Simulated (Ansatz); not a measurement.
## Lu (dhcp): energy against volume

All numbers below come from DFT, revPBE, plane waves (420 eV) with PAW, scalar-relativistic in Ansatz. The PAW files were generated under PBE, with cores re-solved for the functional.

The cell is scaled uniformly from the relaxed one, with fractional coordinates and shape fixed. Energies are extrapolated to zero smearing, pressures are those at the given smearing. Magnetic state: spin not included.

A Birch-Murnaghan fit gives V₀ = 30.02 Å³/atom, B₀ = 41 GPa, B₀′ = 3.2.

Task: What are the energy above the minimum and the pressure at 26.543 Å³/atom?

Result: 60.5 meV/atom and 6.31 GPa as computed.

Task: What are the energy above the minimum and the pressure at 28.956 Å³/atom?

Result: 5.1 meV/atom and 1.76 GPa as computed.

Task: What are the energy above the minimum and the pressure at 32.576 Å³/atom?

Result: 24.5 meV/atom and -2.77 GPa as computed.
